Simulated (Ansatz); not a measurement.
One crystal and one scan (scan of one atom of the cell) at two levels, PBE (plane waves to 420 eV, PAW, scalar-relativistic; Ansatz, a first-principles code) and r2SCAN (plane waves to 500 eV, PAW, scalar-relativistic; Ansatz), each from its own relaxed cell and on its own mesh.

The crystal is BAs (zinc blende); one B atom of a 2-atom cell moves by s along Cartesian x, with its periodic images.

The energy includes the smearing's −TS. BAs was relaxed with its symmetry unable to fall. As the smearing reaches across the gap at some points, energies and forces of such displacements shift with the k mesh and the smearing. Both scans cover s from -0.620 to 0.620 Å.

```tsv
quantity	run 1	run 2
Lattice constant a (Å)	4.784	4.809
Energy at s = 0.620 Å (meV/cell)	2481	2331
Force along the line at s = -0.620 Å (eV/Å)	5.747	5.394
Force constant k = d²E/ds² at s = 0 (finite differences) (eV/Å²)	16.96	16.00
Zone-centre optical wavenumber from k (cm⁻¹)	699	679
```

**Question.** Which run is which level?

**Answer.** Run 2 is PBE, run 1 is r2SCAN. PBE gives the higher value for: lattice constant a. PBE gives the lower value for: energy at s = 0.620 Å; force along the line at s = -0.620 Å; force constant k = d²E/ds² at s = 0; zone-centre optical wavenumber from k. Both give the same symmetry of the curve: even: the same for both signs.

(A displaced cell: forces are minus the slopes of the energy, force constants its curvatures, and phonons follow from these.)
